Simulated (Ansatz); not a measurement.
CdTe (CsCl type, space group No. 221) at seven volumes, plane-wave PAW PBEsol (Ansatz code), scaled uniformly. One row is withheld.

```
V (Å³/atom)  P (GPa)
-----------  -------
23.100          6.62
23.862             ?
24.623          1.82
25.385          0.00
26.146         -1.54
26.908         -2.82
27.669         -3.89
```

### Question
Fit the shown pressures and predict the withheld one.

### Answer
Third-order Birch–Murnaghan: P = (3/2)B₀(x^(7/2) − x^(5/2))[1 + (3/4)(B′ − 4)(x − 1)] with x = (V₀/V)^(2/3). Least squares on the six rows gives V₀ = 25.382 Å³/atom, B₀ = 55.72 GPa, B′ = 4.91. At V = 23.862, x = 1.0420 and P = 4.01 GPa. The run itself gave 4.00 GPa.

Space group Pm-3m (CsCl type). The start of the workflow was typed in or built on a structure type; neither database checked (COD, Materials Project) lists it. It is not the phase usual at ambient conditions (space group No. 216). Symmetry was held in the PBEsol relaxation. At this level the phase is mechanically unstable. Scalar-relativistic: spin–orbit coupling is off unless named, which matters more the heavier the elements.

Potentials: the earlier of the program's two PAW sets. The files were generated under PBE; for other functionals the program regenerates the frozen cores, and for LDA and PBEsol the local potential too.
